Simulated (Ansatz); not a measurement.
NaI:
```cif
data_I4Na4
_chemical_formula_sum 'Na4 I4'
_space_group_name_H-M_alt 'Fm-3m'
_space_group_IT_number 225
_space_group_name_Hall '-F 4 2 3'
_cell_length_a 6.46044
_cell_length_b 6.46044
_cell_length_c 6.46044
_cell_angle_alpha 90.000
_cell_angle_beta 90.000
_cell_angle_gamma 90.000
loop_
_atom_site_label
_atom_site_type_symbol
_atom_site_symmetry_multiplicity
_atom_site_Wyckoff_symbol
_atom_site_fract_x
_atom_site_fract_y
_atom_site_fract_z
_atom_site_occupancy
Na1 Na 4 a 0.00000 0.00000 0.00000 1
I1 I 4 b 0.50000 0.50000 0.50000 1
```
(The calculation used a cell of 2 atoms; values per cell refer to that cell.)

This is the r²SCAN-relaxed structure.

Problem. All from r²SCAN (plane waves, PAW; program Ansatz), unless another level is named. Predict the gap with spin–orbit coupling.

Solution. 4.12 eV.

Problem. Give the formation energy from the elements (no fitted shifts).

Solution. -1.48 eV/atom.

Problem. And the weight of the conduction-edge state by species (Voronoi cells)?

Solution. Na 61 %, I 39 %.

Symmetry was held in the r²SCAN relaxation. The references are the lowest solids computed at this level, not always the standard phases. Scalar-relativistic: spin–orbit coupling is off unless named, which matters more the heavier the elements.

Potentials: the later of the program's two PAW sets.
